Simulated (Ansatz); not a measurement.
Method: Ansatz, DFT PBE, scalar-relativistic, plane waves, PAW. All cells share a 420 eV cutoff and Γ-centred k meshes spaced at most about 0.3 Å⁻¹ (about 0.25 or finer for metals, 2π included). No spin polarisation in the final relaxations.

Temperature and zero-point effects are left out. All come from trial cells, and lower structures may exist.

Question: Which of these relaxed structures of Sn3P4 is the lowest in energy?
A.

```
CELL_PARAMETERS angstrom
2.60528 -5.48541 0.00000
2.60528 5.48541 0.00000
0.00000 0.00000 6.71113
ATOMIC_POSITIONS crystal
Sn 0.18897 0.81103 0.00000
Sn 0.81103 0.18897 0.00000
Sn 0.50000 0.50000 0.50000
P 0.15125 0.84875 0.50000
P 0.84875 0.15125 0.50000
P 0.00000 0.00000 0.27398
P 0.00000 0.00000 0.72602
```

B.

```
CELL_PARAMETERS angstrom
3.49533 2.01803 4.20766
-3.49533 2.01803 4.20766
0.00000 -4.03606 4.20766
ATOMIC_POSITIONS crystal
Sn 0.70545 0.70545 0.70545
Sn 0.29455 0.29455 0.29455
Sn 0.00000 0.00000 0.00000
P 0.00000 0.00000 0.50000
P 0.50000 0.00000 0.00000
P 0.00000 0.50000 0.00000
P 0.50000 0.50000 0.50000
```

C.

```
CELL_PARAMETERS angstrom
6.39355 0.00000 0.00000
0.00000 6.39355 0.00000
0.00000 0.00000 3.86111
ATOMIC_POSITIONS crystal
Sn 0.50000 0.50000 0.00000
Sn 0.00000 0.50000 0.00000
Sn 0.50000 0.00000 0.00000
P 0.17781 0.17781 0.50000
P 0.82219 0.82219 0.50000
P 0.82219 0.17781 0.50000
P 0.17781 0.82219 0.50000
```

Answer: C. It has space group P4/mmm (No. 123); the next, A, with space group Cmmm (No. 65), lies 62 meV/atom higher. Counting P atoms around Sn (those within 1.25 times the shortest such distance or 1.15 times the sum of covalent radii, 1.27 where that leaves under three; a plus sign parts nearer from farther groups; the shortest distance is added where it exceeds 1.18 times the sum of covalent radii; a slash parts the counts of unlike sites), the lowest has Sn 8 from 3.0 Å/8 from 3.5 Å and the next has Sn 2+2/8 from 3.0 Å. The lowest and the next both hold P–P units of three or more atoms. Even the lowest lies +0.25 eV/atom against the elements.

Cells relaxed within their symmetry can be saddle points. Some structure types and database cells were kept out of the candidates from the start, so a known form may be missing.
